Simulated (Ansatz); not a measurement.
VN in space group P4/mmm (No. 123; V on 1c, N on 1a), plane-wave PAW PBE (Ansatz code), all energies at zero smearing, with the estimated change up to a 700 eV cutoff added, with one set of potentials and settings (totals compare only within such a set). Cell of 2 atoms (1 V, 1 N): -3297.571 eV.

| element | reference phase | E (eV/atom) |
|---|---|---|
| V | Im-3m, 1 atoms in the cell | -2912.4140 |
| N | Pa-3, 8 atoms in the cell | -384.0325 |

Formation energy per atom, worked out: (-3297.571 − 1×(-2912.4140) − 1×(-384.0325))/2 = -0.562 eV/atom (-54 kJ per mol of atoms), at 0 K, without zero-point energy or fitted corrections.

A made-up cell: these elements were put on the sites of a structure type; neither database checked (COD, Materials Project) lists it. It is not the phase usual at ambient conditions (space group No. 225). The PBE relaxation kept the symmetry of its start; its stability against distortions is not shown here. The workflow began spin-polarised and lost its moments. The references are the lowest solids computed at this level, not always the standard phases (solids in place of the gases).

Potentials: the later of the program's two PAW sets.
